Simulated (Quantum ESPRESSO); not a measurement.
**Kohn-Sham bands of KTlO₂ (R-3m)**

```
CELL_PARAMETERS angstrom
     -1.72676     2.99084     0.00000
     -3.45352     0.00000     0.00000
     -1.72676     0.99695     6.10224
ATOMIC_POSITIONS crystal
  K  0.50000 0.50000 0.50000
  Tl 0.00000 0.00000 0.00000
  O  0.26792 0.26792 0.19624
  O  0.73208 0.73208 0.80376
```

Structure: Materials Project mp-8175, symmetrised, not relaxed again. Not found in the COD (Crystallography Open Database) copy used; not checked further. Level: PBEsol, no spin polarisation, no spin-orbit coupling; pw.x of Quantum ESPRESSO at 68 Ry with PseudoDojo potentials, 10×10×10 k-points, Wannier90. Density: 10×10×10 mesh, cold smearing 0.01 Ry. Spin-orbit coupling is left out although heavy elements are present.

Energies are relative to the valence-band maximum; weights are on the orthonormalised atomic waves of the pseudopotential files, averaged over the group. 34 electrons a cell are treated as valence.

```csv
bands,from (eV),to (eV),filling,weight on atomic waves
1,-28.19,-28.04,filled,___
2–3,-16.76,-15.73,filled,___
4–6,-12.17,-11.38,filled,___
7–11,-9.64,-8.52,filled,___
12,-5.07,-4.04,filled,___
13–17,-3.35,0.00,filled,___
18,0.93,4.06,empty,___
```

Question: Which atomic shells make up each group?

Answer: 
- 1, weight on atomic waves: K 3s 95 %
- 2–3, weight on atomic waves: O 2s 80 %, Tl 6p 10 %
- 4–6, weight on atomic waves: K 3p 96 %
- 7–11, weight on atomic waves: Tl 5d 95 %
- 12, weight on atomic waves: O 2p 46 %, Tl 6s 41 %, O 2s 6 %
- 13–17, weight on atomic waves: O 2p 87 %, Tl 6p 7 %
- 18, weight on atomic waves: O 2p 48 %, Tl 6s 39 %, O 2s 4 %

The Kohn-Sham gap over both meshes and the path is 0.93 eV.
